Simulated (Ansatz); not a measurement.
Here is the system:

ZrSe:
```xyz
2
Lattice="3.3133 0.0000 0.0000 0.0000 3.3133 0.0000 0.0000 0.0000 3.3133" Properties=species:S:1:pos:R:3 pbc="T T T"
Zr     0.0000     0.0000     0.0000
Se     1.6567     1.6567     1.6567
```

This is the PBEsol-relaxed structure.

Task: All from PBEsol in the plane-wave PAW code Ansatz, unless another level is named. Predict the Hill bulk and shear moduli.

Result: 135 and 103 GPa.

Task: Predict the elastic constants (relaxed ions, GPa).

Result: C11 = 310, C12 = 47.8, C44 = 87.5.

Space group Pm-3m (CsCl type). The cell is a constructed one: a structure type filled with these elements; neither database checked (COD, Materials Project) lists it. Its standing as an ambient phase is unchecked. The cell was relaxed with PBEsol under the symmetry of its start; its stability against distortions is not shown here. The run is not spin-polarised. As this level gives no gap, shear constants depend on the k-mesh and smearing (Fermi–Dirac, 0.1 eV here).

Potentials: the earlier of the program's two PAW sets. The files were generated under PBE; for other functionals the program regenerates the frozen cores, and for LDA and PBEsol the local potential too.
